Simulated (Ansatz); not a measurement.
Given:

Zr2N2O:
```
Zr2N2O
1.0
    6.77881     1.63970     0.00000
   -6.77881     1.63970     0.00000
   -1.46676     0.00000     8.05993
Zr N O
6 6 3
Direct
  0.03138   0.96862   0.80756
  0.96862   0.03138   0.19244
  0.62974   0.37026   0.47444
  0.37026   0.62974   0.52556
  0.69441   0.30559   0.13148
  0.30559   0.69441   0.86852
  0.53437   0.46563   0.65608
  0.46563   0.53437   0.34392
  0.17241   0.82759   0.96622
  0.82759   0.17241   0.03378
  0.12671   0.87329   0.28718
  0.87329   0.12671   0.71282
  0.20984   0.79016   0.61947
  0.79016   0.20984   0.38053
  0.50000   0.50000   0.00000
```

This is the PBEsol-relaxed structure. x, y and z are the axes in which the lattice vectors are written.

Task: All from PBEsol in the plane-wave PAW code Ansatz, unless another level is named. Give the electronic dielectric constant ε∞ (DFPT).

Result: 8.10 (xx), 8.72 (yy), 8.77 (zz).

Task: Next, the Born charges (a third of the trace)?

Result: Zr +5.04 to +5.49, N -3.79 to -3.59, O -3.24 to -3.01 e.

Space group C2/m. The workflow started from a Materials Project entry (that database holds measured and hypothetical structures alike); the Crystallography Open Database copy checked does not list it. Whether it is the stable phase at ambient conditions was not checked. The PBEsol relaxation kept the symmetry of its start; whether a distortion lowers the energy is not shown. The run is not spin-polarised. Scalar-relativistic: spin–orbit coupling is off unless named, which matters more the heavier the elements.

Potentials: the later of the program's two PAW sets.
